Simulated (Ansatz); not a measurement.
KF (rock salt, Fm-3m), PBEsol (plane waves, PAW; program Ansatz). The conduction-band minimum lies at Γ, with 1 equivalent valley. Second derivatives d²E/dk² of the lowest band at one valley (eV·Å²), along Cartesian directions:

```tsv
direction	d²E/dk²
[100]	14.20
[010]	14.20
[001]	14.20
[110]	14.20
[101]	14.20
[011]	14.20
```

Q: Find the principal effective masses, the density-of-states mass and the conductivity mass.

A: Off-diagonal terms follow from H_xy = H[110] − (H_xx + H_yy)/2, and m*/mₑ = 7.620 eV·Å² over each eigenvalue: 0.54, 0.54, 0.54. One valley's DOS mass (m₁m₂m₃)^(1/3) = 0.54, conductivity mass 3/(Σ 1/mᵢ) = 0.54 mₑ.

Q: What effective density of states Nc follows at 300 K for parabolic valleys?

A: Nc = 2.509e19 × 1 × (0.54)^(3/2) ≈ 1.0e19 cm⁻³.

The cell was relaxed with PBEsol under the symmetry of its start.

Potentials: the earlier of the program's two PAW sets. The files were generated under PBE; for other functionals the program regenerates the frozen cores, and for LDA and PBEsol the local potential too.

Edges and masses are those of Kohn–Sham bands, whose gap is no quasiparticle gap.
